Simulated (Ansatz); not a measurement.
# YSi2Pd2, a database entry at a rescaled volume

```yaml
crystal:
  lattice:
    - [0.00000, 4.18737, 0.00000]
    - [4.18737, 0.00000, 0.00000]
    - [2.09368, 2.09368, -4.99540]
  atoms:
    - { symbol: Y, position: [0.00000, 0.00000, 0.00000] }
    - { symbol: Pd, position: [0.75000, 0.25000, 0.50000] }
    - { symbol: Pd, position: [0.25000, 0.75000, 0.50000] }
    - { symbol: Si, position: [0.37500, 0.37500, 0.25000] }
    - { symbol: Si, position: [0.62500, 0.62500, 0.75000] }
```

Single point in Ansatz 0.2.0 with r2SCAN, no spin polarisation. Cutoff 500 eV, PAW datasets, 9×9×9 Γ-centred k mesh, fermi-dirac filling (width 0.0316 eV).

At the Fermi level: It is a metal, with about 2.3 states/eV a cell as the mean within 0.25 eV of the Fermi level, mostly Si p (31 %), Y d (30 %) and Pd d (28 %).
Stress: The pressure is -2.8 GPa (compression positive), so with the atoms held at these fractions the cell would first shrink; the forces are large, so a full relaxation may end otherwise. The principal stresses -5.0, -1.6, -1.6 GPa differ, so its shape would change too.
Forces: The largest is on Si4 (and as large on other atoms): 0.95 eV/Å, components (0.00, 0.00, 0.95). It makes 121° with the line to a nearest neighbour, Pd2 at 2.44 Å.
Charges: Bader charges in e: Y +1.79, Si +0.00, Pd -0.90. In the mean Y gives up most and Pd takes most.

Origin: a database entry at a rescaled volume.
